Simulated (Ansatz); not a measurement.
NbPd:
```cif
data_Nb3Pd3
_chemical_formula_sum 'Nb3 Pd3'
_space_group_name_H-M_alt 'R-3m :H'
_space_group_IT_number 166
_space_group_name_Hall '-R 3 2"'
_cell_length_a 2.85329
_cell_length_b 2.85329
_cell_length_c 14.11341
_cell_angle_alpha 90.000
_cell_angle_beta 90.000
_cell_angle_gamma 120.000
loop_
_atom_site_label
_atom_site_type_symbol
_atom_site_symmetry_multiplicity
_atom_site_Wyckoff_symbol
_atom_site_fract_x
_atom_site_fract_y
_atom_site_fract_z
_atom_site_occupancy
Nb1 Nb 3 a 0.00000 0.00000 0.00000 1
Pd1 Pd 3 b 0.00000 0.00000 0.50000 1
```
(The calculation used a cell of 2 atoms; values per cell refer to that cell.)

Relaxed at zero pressure with plane-wave PAW PBE (Ansatz code).

Task: The volume is lowered by 6 % and shape and atoms relax at that volume. What pressure results, and how do the axes share the change?

Result: 12.6 GPa; a -2.2 %, b -2.2 %, c -1.8 %; the energy rises by 37 meV/atom.

Task: Give the new structure.

Result: 
Space group R-3m, hexagonal axes (No. 166); a = b = 2.7913 Å, c = 13.8625 Å, α = β = 90.00°, γ = 120.00°

```
atom  site  symmetry       x       y       z
----  ----  --------  ------  ------  ------
Nb      3a       -3m  0.0000  0.0000  0.0000
Pd      3b       -3m  0.0000  0.0000  0.5000
```

The phase is kept; no other phase was compared at this pressure.

The workflow started from a Materials Project entry (that database holds measured and hypothetical structures alike); the Crystallography Open Database copy checked does not list it. With Nb and Pd taken as one species the cell has the higher symmetry Fm-3m, so it may be an ordered model of a mixed-site phase. Its standing as an ambient phase is unchecked. Symmetry was held in the PBE relaxation; whether a distortion lowers the energy is not shown. No spin polarisation was allowed. Axis ratios of metals converge slowly with the k-mesh, so a and c are less sure than the volume.

Potentials: the later of the program's two PAW sets.
